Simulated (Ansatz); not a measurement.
## Ta4N3: random displacements

All numbers below come from DFT PBEsol, scalar-relativistic, plane waves, PAW in Ansatz 0.2.0. The runs took a 420 eV cutoff, a Γ-centred 12×12×12 mesh and Gaussian smearing (0.15 eV). Spin–orbit coupling is left out, which can shift energies with elements as heavy as these. No spin polarisation. Energies are free energies at this smearing, counted from the undisturbed cell; pressure is positive in compression.

Zero of the scan (relaxed at this level; it needn't be the usual structure):

```
Ta N
1.0
    -2.17857    2.17857    4.27268
     2.17857   -2.17857    4.27268
     2.17857    2.17857   -4.27268
Ta N
4 3
Direct
  0.00000 0.50000 0.50000
  0.26075 0.26075 0.00000
  0.50000 0.00000 0.50000
  0.73925 0.73925 0.00000
  0.75000 0.25000 0.50000
  0.00000 0.00000 0.00000
  0.25000 0.75000 0.50000
```

The atoms are displaced (Å, in the unstrained cell):

| atom | ux | uy | uz |
| --- | --- | --- | --- |
| Ta1 | 0.193 | 0.029 | 0.073 |
| Ta2 | 0.023 | -0.066 | 0.075 |
| Ta3 | -0.105 | 0.089 | -0.068 |
| Ta4 | -0.055 | -0.003 | -0.132 |
| N5 | -0.118 | -0.060 | -0.061 |
| N6 | 0.035 | -0.053 | 0.087 |
| N7 | 0.026 | 0.064 | 0.026 |

The cell is not strained.

(1) What are the energy change, the stress and the forces?

## Answers

(1) ΔE = 132.6 meV/atom; stress (xx, yy, zz, yz, xz, xy; compression positive) (8.02, 6.93, 2.95, -0.13, 0.42, -1.25) GPa.
```tsv
atom	Fx (eV/Å)	Fy	Fz
Ta1	-3.73	-0.18	-1.53
Ta2	0.03	0.53	-0.19
Ta3	1.57	-1.86	1.16
Ta4	-0.07	0.80	1.22
N5	1.09	0.22	1.16
N6	1.09	1.29	-0.97
N7	0.02	-0.80	-0.84
```

Cost: 1 run of about 11 core-minutes, on Intel Xeon Processor @ 2.50GHz (Skylake/Cascade Lake) (shared hosts).